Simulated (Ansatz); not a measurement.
# Hydrogen-ended wire of Ge, Ge20H18

Ansatz, PAW, plane waves. PBEsol relaxation at a 1×1×6 mesh; single points on the relaxed atoms at a 1×1×4 mesh, onto which points of the small cell's zone fold. No spin–orbit coupling unless named.

Relaxed structure:

```yaml
crystal:
  lattice:
    - [21.80000, 0.00000, 0.00000]
    - [0.00000, 21.80000, 0.00000]
    - [0.00000, 0.00000, 5.67559]
  atoms:
    - { symbol: Ge, position: [0.27480, 0.46809, 0.12544] }
    - { symbol: Ge, position: [0.53212, 0.46772, 0.12547] }
    - { symbol: Ge, position: [0.53305, 0.72513, 0.12662] }
    - { symbol: Ge, position: [0.33927, 0.53180, 0.37217] }
    - { symbol: Ge, position: [0.59699, 0.53220, 0.37552] }
    - { symbol: Ge, position: [0.40351, 0.33948, 0.12105] }
    - { symbol: Ge, position: [0.40420, 0.59634, 0.12825] }
    - { symbol: Ge, position: [0.66085, 0.59602, 0.12279] }
    - { symbol: Ge, position: [0.46722, 0.40323, 0.37487] }
    - { symbol: Ge, position: [0.46885, 0.66101, 0.37268] }
    - { symbol: Ge, position: [0.40292, 0.46788, 0.62515] }
    - { symbol: Ge, position: [0.66088, 0.46849, 0.62867] }
    - { symbol: Ge, position: [0.46731, 0.27533, 0.87392] }
    - { symbol: Ge, position: [0.46781, 0.53242, 0.87453] }
    - { symbol: Ge, position: [0.72511, 0.53255, 0.87498] }
    - { symbol: Ge, position: [0.53116, 0.33942, 0.62674] }
    - { symbol: Ge, position: [0.53254, 0.59695, 0.62494] }
    - { symbol: Ge, position: [0.33881, 0.40427, 0.87770] }
    - { symbol: Ge, position: [0.59586, 0.40387, 0.87178] }
    - { symbol: Ge, position: [0.59627, 0.66065, 0.87855] }
    - { symbol: H, position: [0.23285, 0.50878, 0.97193] }
    - { symbol: H, position: [0.23307, 0.42749, 0.28025] }
    - { symbol: H, position: [0.49273, 0.76762, 0.97384] }
    - { symbol: H, position: [0.57423, 0.76632, 0.28137] }
    - { symbol: H, position: [0.29844, 0.57316, 0.52963] }
    - { symbol: H, position: [0.36249, 0.29819, 0.27813] }
    - { symbol: H, position: [0.36320, 0.63751, 0.97029] }
    - { symbol: H, position: [0.70194, 0.63715, 0.28016] }
    - { symbol: H, position: [0.42761, 0.70191, 0.53033] }
    - { symbol: H, position: [0.70178, 0.42721, 0.47122] }
    - { symbol: H, position: [0.42661, 0.23344, 0.72015] }
    - { symbol: H, position: [0.50788, 0.23364, 0.02889] }
    - { symbol: H, position: [0.76745, 0.49217, 0.02814] }
    - { symbol: H, position: [0.76642, 0.57347, 0.71969] }
    - { symbol: H, position: [0.57226, 0.29849, 0.46873] }
    - { symbol: H, position: [0.29773, 0.36323, 0.71982] }
    - { symbol: H, position: [0.63657, 0.36237, 0.02956] }
    - { symbol: H, position: [0.63752, 0.70168, 0.72137] }
```

Question: What are the mean bond lengths by pair (pairs within 1.2 times the sum of covalent radii, less contacts 15 % beyond the pair's median; cation–cation pairs of compounds aside; long ionic contacts are cut short by that bound)?

Answer: Ge–Ge 2.432 ± 0.009 Å (standard deviation, 31 bonds); Ge–H 1.548 ± 0.004 Å (standard deviation, 18 bonds).

Question: What gap lies between the top filled and the lowest empty level in the single points?

Answer: HSE06 3.60 eV (69 s on NVIDIA GB300).
